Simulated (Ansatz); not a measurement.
Input:

F:
```
F
1.0
    2.18884     0.00000     0.00000
    0.00000     2.18884     0.00000
    0.00000     0.00000     2.18884
F
1
Direct
  0.00000   0.00000   0.00000
```

This is the PBE-relaxed structure.

Question: All from PBE (plane waves, PAW; program Ansatz), unless another level is named. Predict the electronic character.

Answer: metallic (no gap).

Question: What about the density of states at the Fermi level?

Answer: 1.9 states/eV per atom (mean over ±0.08 eV).

Space group Pm-3m (simple cubic). A made-up cell: these elements were put on the sites of a structure type; neither database checked (COD, Materials Project) lists it. It is not the usual solid phase (space group No. 15). The PBE relaxation kept the symmetry of its start; its stability against distortions is not shown here. The substance is a gas or liquid at ambient conditions. With an odd number of electrons in the cell and no spin polarisation, the count alone makes it a metal.

Potentials: the later of the program's two PAW sets.
